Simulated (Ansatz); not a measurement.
Ansatz (a program for electronic structure) input:

Ansatz 0.2 input:
```yaml
crystal:
  lattice:
    - [6.2317504048, 0.0, 0.0]
    - [-3.1158752024, 5.3968541606, 0.0]
    - [0.0, 0.0, 4.5594003879]
  atoms:
    - { symbol: Y, position: [0.3333333333, 0.6666666667, 0.75] }
    - { symbol: Y, position: [0.6666666667, 0.3333333333, 0.25] }
    - { symbol: Al, position: [0.1478803936, 0.2957607871, 0.25] }
    - { symbol: Al, position: [0.8521196064, 0.7042392129, 0.75] }
    - { symbol: Al, position: [0.8521196064, 0.1478803936, 0.75] }
    - { symbol: Al, position: [0.1478803936, 0.8521196064, 0.25] }
    - { symbol: Al, position: [0.7042392129, 0.8521196064, 0.25] }
    - { symbol: Al, position: [0.2957607871, 0.1478803936, 0.75] }
kpoints:
  mp_grid: { grid: [16, 16, 19] }
hamiltonian:
  xc: pbesol
  pseudopotentials: { kind: paw }
scf:
  occupations: { method: fermi_dirac, width: 0.1 }
elastic: { mode: relaxed_ion, stencil: two_point, amplitude: 0.005, f_tol: 0.0005 }
```

Output (shortened):

```
Pseudopotential: Y, paw, valence charge 11
Pseudopotential: Al, paw, valence charge 3
Functional definition: PBEsol
Crystal: 8 atoms, lattice volume = 153.341 Å³
Basis set: ecut = 420 eV, 2991 PW (Γ), exchange–correlation on 90×90×64 points (8 copies of the dense FFT grid, shifted against one another)
Bands: 28, of which v1, the nominal top of the filled ones, is band 20 counted from 1 (19 counted from 0)
Symmetry: 24 space group operations
Space group: P63/mmc (ITA 194), of the structure as read, at distance tolerance 5.4e-5 Å
k-points: 300 of 4864
SCF 1 converged in 10 iterations: F = -10741.091448 eV  dr2 = 1.94e-15
relax step   1: F+E_penalty+E_count = -10741.09144847 eV  Δ(F+E_penalty+E_count) = +0.000e0 eV  max|allowed force component| = 3.516e-2 eV/Å  Δτ_max = 0.0000 Å  (10 SCF iters, accepted)
Crystal: 8 atoms, lattice volume = 153.341 Å³
SCF 2 converged in 9 iterations: F = -10741.091827 eV  dr2 = 2.84e-14
relax step   2: F+E_penalty+E_count = -10741.09182650 eV  Δ(F+E_penalty+E_count) = -3.780e-4 eV  max|allowed force component| = 1.157e-2 eV/Å  Δτ_max = 0.0053 Å  (9 SCF iters, accepted)
Crystal: 8 atoms, lattice volume = 153.341 Å³
SCF 3 converged in 7 iterations: F = -10741.091871 eV  dr2 = 5.26e-14
relax step   3: F+E_penalty+E_count = -10741.09187147 eV  Δ(F+E_penalty+E_count) = -4.497e-5 eV  max|allowed force component| = 1.177e-4 eV/Å  Δτ_max = 0.0013 Å  (7 SCF iters, accepted)
Crystal: 8 atoms, lattice volume = 153.341 Å³
SCF 4 converged in 10 iterations: F = -10741.091871 eV  dr2 = 1.60e-15
Crystal: 8 atoms, lattice volume = 152.574 Å³
Basis set: ecut = 420 eV, 2983 PW (Γ), exchange–correlation on 90×90×64 points (8 copies of the dense FFT grid, shifted against one another)
Symmetry: 8 space group operations
k-points: 730 of 4864
SCF 5 converged in 9 iterations: F = -10741.090870 eV  dr2 = 1.73e-14
relax step   1: F+E_penalty+E_count = -10741.09086975 eV  Δ(F+E_penalty+E_count) = +0.000e0 eV  max|allowed force component| = 3.679e-2 eV/Å  Δτ_max = 0.0000 Å  (9 SCF iters, accepted)
Crystal: 8 atoms, lattice volume = 152.574 Å³
SCF 6 converged in 8 iterations: F = -10741.091149 eV  dr2 = 5.90e-14
relax step   2: F+E_penalty+E_count = -10741.09114883 eV  Δ(F+E_penalty+E_count) = -2.791e-4 eV  max|allowed force component| = 5.650e-2 eV/Å  Δτ_max = 0.0149 Å  (8 SCF iters, accepted)
Crystal: 8 atoms, lattice volume = 152.574 Å³
SCF 7 converged in 8 iterations: F = -10741.091539 eV  dr2 = 1.43e-14
relax step   3: F+E_penalty+E_count = -10741.09153896 eV  Δ(F+E_penalty+E_count) = -3.901e-4 eV  max|allowed force component| = 1.028e-3 eV/Å  Δτ_max = 0.0067 Å  (8 SCF iters, accepted)
Crystal: 8 atoms, lattice volume = 152.574 Å³
SCF 8 converged in 7 iterations: F = -10741.091539 eV  dr2 = 9.02e-15
relax step   4: F+E_penalty+E_count = -10741.09153920 eV  Δ(F+E_penalty+E_count) = -2.473e-7 eV  max|allowed force component| = 1.074e-4 eV/Å  Δτ_max = 0.0002 Å  (7 SCF iters, accepted)
Crystal: 8 atoms, lattice volume = 152.574 Å³
SCF 9 converged in 10 iterations: F = -10741.091539 eV  dr2 = 1.28e-15
Crystal: 8 atoms, lattice volume = 154.108 Å³
Basis set: ecut = 420 eV, 3015 PW (Γ), exchange–correlation on 90×90×64 points (8 copies of the dense FFT grid, shifted against one another)
SCF 10 converged in 9 iterations: F = -10741.089048 eV  dr2 = 2.87e-14
relax step   1: F+E_penalty+E_count = -10741.08904832 eV  Δ(F+E_penalty+E_count) = +0.000e0 eV  max|allowed force component| = 3.591e-2 eV/Å  Δτ_max = 0.0000 Å  (9 SCF iters, accepted)
Crystal: 8 atoms, lattice volume = 154.108 Å³
SCF 11 converged in 8 iterations: F = -10741.089691 eV  dr2 = 3.96e-14
relax step   2: F+E_penalty+E_count = -10741.08969065 eV  Δ(F+E_penalty+E_count) = -6.423e-4 eV  max|allowed force component| = 1.103e-3 eV/Å  Δτ_max = 0.0079 Å  (8 SCF iters, accepted)
Crystal: 8 atoms, lattice volume = 154.108 Å³
SCF 12 converged in 7 iterations: F = -10741.089691 eV  dr2 = 4.27e-15
relax step   3: F+E_penalty+E_count = -10741.08969136 eV  Δ(F+E_penalty+E_count) = -7.093e-7 eV  max|allowed force component| = 2.241e-5 eV/Å  Δτ_max = 0.0002 Å  (7 SCF iters, accepted)
Crystal: 8 atoms, lattice volume = 154.108 Å³
SCF 13 converged in 10 iterations: F = -10741.089691 eV  dr2 = 1.24e-15
Crystal: 8 atoms, lattice volume = 152.574 Å³
Basis set: ecut = 420 eV, 2979 PW (Γ), exchange–correlation on 90×90×64 points (8 copies of the dense FFT grid, shifted against one another)
SCF 14 converged in 9 iterations: F = -10741.086383 eV  dr2 = 1.10e-14
relax step   1: F+E_penalty+E_count = -10741.08638283 eV  Δ(F+E_penalty+E_count) = +0.000e0 eV  max|allowed force component| = 5.954e-3 eV/Å  Δτ_max = 0.0000 Å  (9 SCF iters, accepted)
Crystal: 8 atoms, lattice volume = 152.574 Å³
SCF 15 converged in 7 iterations: F = -10741.086395 eV  dr2 = 1.21e-14
relax step   2: F+E_penalty+E_count = -10741.08639462 eV  Δ(F+E_penalty+E_count) = -1.179e-5 eV  max|allowed force component| = 7.372e-5 eV/Å  Δτ_max = 0.0007 Å  (7 SCF iters, accepted)
Crystal: 8 atoms, lattice volume = 152.574 Å³
SCF 16 converged in 10 iterations: F = -10741.086395 eV  dr2 = 7.31e-16
Crystal: 8 atoms, lattice volume = 154.108 Å³
Basis set: ecut = 420 eV, 3039 PW (Γ), exchange–correlation on 90×90×64 points (8 copies of the dense FFT grid, shifted against one another)
SCF 17 converged in 9 iterations: F = -10741.093353 eV  dr2 = 8.42e-15
relax step   1: F+E_penalty+E_count = -10741.09335295 eV  Δ(F+E_penalty+E_count) = +0.000e0 eV  max|allowed force component| = 5.782e-3 eV/Å  Δτ_max = 0.0000 Å  (9 SCF iters, accepted)
Crystal: 8 atoms, lattice volume = 154.108 Å³
SCF 18 converged in 7 iterations: F = -10741.093364 eV  dr2 = 1.48e-14
relax step   2: F+E_penalty+E_count = -10741.09336442 eV  Δ(F+E_penalty+E_count) = -1.147e-5 eV  max|allowed force component| = 1.868e-4 eV/Å  Δτ_max = 0.0006 Å  (7 SCF iters, accepted)
Crystal: 8 atoms, lattice volume = 154.108 Å³
SCF 19 converged in 10 iterations: F = -10741.093364 eV  dr2 = 1.19e-15
Crystal: 8 atoms, lattice volume = 153.340 Å³
Basis set: ecut = 420 eV, 3003 PW (Γ), exchange–correlation on 90×90×64 points (8 copies of the dense FFT grid, shifted against one another)
Symmetry: 4 space group operations
k-points: 1297 of 4864
SCF 20 converged in 8 iterations: F = -10741.090947 eV  dr2 = 5.66e-14
relax step   1: F+E_penalty+E_count = -10741.09094655 eV  Δ(F+E_penalty+E_count) = +0.000e0 eV  max|allowed force component| = 4.704e-3 eV/Å  Δτ_max = 0.0000 Å  (8 SCF iters, accepted)
Crystal: 8 atoms, lattice volume = 153.340 Å³
SCF 21 converged in 7 iterations: F = -10741.090953 eV  dr2 = 6.03e-15
relax step   2: F+E_penalty+E_count = -10741.09095322 eV  Δ(F+E_penalty+E_count) = -6.666e-6 eV  max|allowed force component| = 7.011e-4 eV/Å  Δτ_max = 0.0011 Å  (7 SCF iters, accepted)
Crystal: 8 atoms, lattice volume = 153.340 Å³
SCF 22 converged in 7 iterations: F = -10741.090953 eV  dr2 = 5.92e-15
relax step   3: F+E_penalty+E_count = -10741.09095338 eV  Δ(F+E_penalty+E_count) = -1.673e-7 eV  max|allowed force component| = 3.719e-4 eV/Å  Δτ_max = 0.0001 Å  (7 SCF iters, accepted)
Crystal: 8 atoms, lattice volume = 153.340 Å³
SCF 23 converged in 10 iterations: F = -10741.090953 eV  dr2 = 1.30e-15
Crystal: 8 atoms, lattice volume = 153.340 Å³
SCF 24 converged in 8 iterations: F = -10741.090947 eV  dr2 = 5.79e-14
relax step   1: F+E_penalty+E_count = -10741.09094655 eV  Δ(F+E_penalty+E_count) = +0.000e0 eV  max|allowed force component| = 4.704e-3 eV/Å  Δτ_max = 0.0000 Å  (8 SCF iters, accepted)
Crystal: 8 atoms, lattice volume = 153.340 Å³
SCF 25 converged in 7 iterations: F = -10741.090953 eV  dr2 = 6.47e-15
relax step   2: F+E_penalty+E_count = -10741.09095335 eV  Δ(F+E_penalty+E_count) = -6.794e-6 eV  max|allowed force component| = 4.608e-4 eV/Å  Δτ_max = 0.0010 Å  (7 SCF iters, accepted)
Crystal: 8 atoms, lattice volume = 153.340 Å³
SCF 26 converged in 10 iterations: F = -10741.090953 eV  dr2 = 1.33e-15
SCF converged after 10 iterations
Stability not checked: this state was not tested for a lower state beside it, because too few of the mixer's solves of this state at the end of the SCF gave a …
Free energy (F): -10741.091871 eV
Harris-Foulkes:  -10741.091871 eV  (|F-HF|=5.46e-12)
Internal energy: -10740.999033 eV  (E = F + TS)
E sigma→0 (E₀):  -10741.045452 eV
Entropy (-TS):   -0.092838 eV (-11.605 meV/atom)
Fermi energy:    8.877046 eV
--- Per-component energies (eV) ---
  E_band       = -162.493486
  E_kinetic    = 751.616489
  E_local      = -1356.880814  (includes V_loc(G=0)·N_el)
  E_nonlocal   = 166.830095
  E_hartree    = 491.040766
  E_xc         = -582.085179
  E_vxc        = -574.300353  (∫ρ·V_xc dr)
  E_paw        = -8276.259904  (= ΣΔE_a)
  E_vpaw       = -131.840427  (= ΣTr[D̂ρ^β])
  E_aug_tail   = -0.000009  (compensation charges beyond the density's cutoff)
  E_ewald      = -1935.672858
  E_core_change = 0.412380  (= ΣΔE_core)
  E_smearing   = -0.092838  (= −TS)
  E_closure    = 0.000000  (closes the sum)
  Σ components = -10741.091871   (vs F -10741.091871, Δ=0.00e0)
--- Forces (eV/Å), atoms counted from 1 ---
  atom   1  Y      0.00000000     0.00000000     0.00000000
  atom   2  Y      0.00000000     0.00000000     0.00000000
  atom   3  Al     0.00000000    -0.00011766     0.00000000
  atom   4  Al     0.00000000     0.00011766     0.00000000
  atom   5  Al     0.00010189    -0.00005883     0.00000000
  atom   6  Al    -0.00010189     0.00005883     0.00000000
  atom   7  Al     0.00010189     0.00005883     0.00000000
  atom   8  Al    -0.00010189    -0.00005883     0.00000000
  max |Σ_I F_I| component: 1.45e-17 eV/Å
--- Stress (GPa, compression-positive) ---
       -0.195801       0.000000       0.000000
        0.000000      -0.195801       0.000000
        0.000000       0.000000       0.722178
  P = ⅓ Tr σ = 0.1102 GPa (1.102 kbar)
--- Band table (eV; the first three rows and the last of 300) ---
  k-point 0: bands = ["-33.0924", "-33.0845", "-13.2417", "-13.2417", "-13.2405", "-13.1932", "-13.1802", "-13.1802", "-0.7842", "3.2852", "3.2852", "4.6572", "5.0610", "5.7511", "5.7511", "6.0000", "7.4384", "8.5059", "8.5059", "8.8376", "8.8376", "9.5562", …
  k-point 1: bands = ["-33.0923", "-33.0845", "-13.2413", "-13.2412", "-13.2412", "-13.1946", "-13.1805", "-13.1805", "-0.7631", "3.3011", "3.3011", "4.6813", "4.8939", "5.7513", "5.7513", "6.0310", "7.6224", "8.3285", "8.3285", "8.7567", "8.7567", "9.7241", …
  k-point 2: bands = ["-33.0921", "-33.0846", "-13.2435", "-13.2396", "-13.2396", "-13.1988", "-13.1814", "-13.1814", "-0.6999", "3.3486", "3.3486", "4.4996", "4.7533", "5.7503", "5.7503", "6.1159", "7.9686", "7.9686", "8.0710", "8.5505", "8.5505", "10.0554", …
  k-point 299: bands = ["-33.0874", "-33.0874", "-13.2797", "-13.2794", "-13.2127", "-13.2050", "-13.1856", "-13.1851", "1.3902", "1.7322", "3.4880", "3.6211", "3.8677", "3.9919", "6.8320", "6.8853", "7.3590", "7.4835", "8.4383", "8.4852", "9.8001", …
--- Elastic constants: 3 strain directions × 2 members + reference (group order 24) ---
  dense FFT box of the reference and of every strained cell: 45×45×32
  strains applied: 11, 33, 23; error gains …
  reference relaxed by the batch: 3 steps …
  largest displacement 4.0e-3 Å; the constants are those of the deck's cell at these positions:
  atoms:
    - { symbol: Y, position: [0.3333333333333333, 0.6666666666666666, 0.7500000000000001] }
    - { symbol: Y, position: [0.6666666666666666, 0.3333333333333333, 0.25] }
    - { symbol: Al, position: [0.1475113101980315, 0.29502262039606303, 0.25] }
    - { symbol: Al, position: [0.8524886898019685, 0.7049773796039369, 0.7500000000000001] }
    - { symbol: Al, position: [0.8524886898019685, 0.1475113101980315, 0.7500000000000001] }
    - { symbol: Al, position: [0.1475113101980315, 0.8524886898019686, 0.25] }
    - { symbol: Al, position: [0.7049773796039369, 0.8524886898019686, 0.25] }
    - { symbol: Al, position: [0.295022620396063, 0.1475113101980315, 0.7500000000000001] }
  C = ∂σ_k/∂η_j (tension-positive GPa; Voigt order 11 22 33 23 13 12):
       104.858     56.625     51.579      0.000      0.000      0.000
        56.625    104.858     51.579      0.000      0.000      0.000
        52.514     52.514    166.530      0.000      0.000      0.000
         0.000      0.000      0.000     76.611      0.000      0.000
         0.000      0.000      0.000      0.000     76.611      0.000
         0.000      0.000      0.000      0.000      0.000     24.116
  reference stress σ⁰ (GPa):      0.196      0.196     -0.722      0.000      0.000      0.000
  moduli (Voigt/Reuss/Hill, GPa): K = 77.52/74.99/76.26   G = 49.84/38.26/44.05   E = 110.80   ν = 0.258
  mechanically stable: yes (min eigenvalue of sym C = 24.12 GPa)
  strain η (Voigt 11):  stress-route row diagonal C_11 = 104.86 GPa, energy-path curvature d²(F+E_count+ΔE)/dδ²/Ω₀ = 104.84 GPa
         δ    σ_11 (GPa)             F (eV)   n_scf  n_hpsi   n_pw
    -5.000e-3      -0.3347      -10741.0915392      10  374704   3010   relax 4 steps, max|allowed force component| 1.07e-4 eV/Å
     5.000e-3       0.7139      -10741.0896914      10  374859   3048   relax 3 steps, max|allowed force component| 2.24e-5 eV/Å
  strain η (Voigt 33):  stress-route row diagonal C_33 = 166.53 GPa, energy-path curvature d²(F+E_count+ΔE)/dδ²/Ω₀ = 166.50 GPa
         δ    σ_33 (GPa)             F (eV)   n_scf  n_hpsi   n_pw
    -5.000e-3      -1.5720      -10741.0863946      10  153396   3021   relax 2 steps, max|allowed force component| 7.37e-5 eV/Å
     5.000e-3       0.0933      -10741.0933644      10  154118   3047   relax 2 steps, max|allowed force component| 1.87e-4 eV/Å
  strain η (Voigt 23):  stress-route row diagonal C_44 = 76.61 GPa, energy-path curvature d²(F+E_count+ΔE)/dδ²/Ω₀ = 76.75 GPa
         δ    σ_23 (GPa)             F (eV)   n_scf  n_hpsi   n_pw
    -5.000e-3      -0.3831      -10741.0909534      10  665952   3031   relax 3 steps, max|allowed force component| 3.72e-4 eV/Å
     5.000e-3       0.3830      -10741.0909533      10  665863   3031   relax 2 steps, max|allowed force component| 4.61e-4 eV/Å
```

Cost: very roughly 70 core-minutes on shared cores.

Space group P6_3/mmc. The first step of the workflow began from a Materials Project structure, measured or hypothetical; the Crystallography Open Database copy checked does not list it. Whether it is the stable phase at ambient conditions was not checked. The PBEsol relaxation kept the symmetry of its start; of distortions, only those at the zone centre were tested. No spin polarisation was allowed. As this level gives no gap, shear constants depend on the k-mesh and smearing (Fermi–Dirac, 0.1 eV here). Axis ratios of metals converge slowly with the k-mesh, so a and c are less sure than the volume. On the denser mesh and wider smearing of the elastic run this cell carries a stress of 0.7 GPa. Spin–orbit coupling is left out wherever it is not named.

Potentials: the later of the program's two PAW sets.

Ansatz is a plane-wave DFT program.
